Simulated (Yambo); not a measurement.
Yambo run on PdCdF6 (space group R-3, No. 148). The wavefunctions are PBEsol (Quantum ESPRESSO, PseudoDojo norm-conserving, 102 Ry, no spin-orbit coupling) ones on a 2×2×2 mesh (40 occupied bands); a = 5.6482 Å, b = 5.6482 Å, c = 5.6482 Å, α = 53.19°, β = 53.19°, γ = 53.19°.

Yambo input:

```
rim_cut
gw0
dyson
el_el_corr
HF_and_locXC
ppa
em1d
RandQpts= 1000000
RandGvec= 1 Ry
EXXRLvcs= 102 Ry
VXCRLvcs= 408 Ry
Chimod= "HARTREE"
% BndsRnXp
 9 | 174 |
%
NGsBlkXp= 7 Ry
% LongDrXp
 1.0 | 1.0 | 1.0 |
%
PPAPntXp= 27.2114 eV
% GbndRnge
 1 | 79 |
%
GTermKind= "none"
DysSolver= "n"
ExtendOut
% QPkrange
 3 | 3 | 40 | 41 |
%
```

k points by index: 3 = F.

Resulting energies as the program prints them:

```
#    K-point    Band    Eo [eV]    E [eV]    E-Eo [eV]    Vxc [eV]    Vnlxc [eV]    Sc|Eo [eV]    Sc|E [eV]    dSc/dw|Eo [eV]    Re(Z)    Im(Z)
#
    3    40    0.000000    -0.597272    -0.597272    -24.48461    -31.70717    6.465135    6.625287    -7.294389    0.788601    -0.001387
    3    41    1.817215    3.960978    2.143763    -24.09881    -20.01242    -1.411000    -1.942621    -6.747743    0.801296    -0.001363
```
(The two width columns are left out.) Convergence of these settings isn't established.

Geometry of the Materials Project entry, not relaxed at this level.
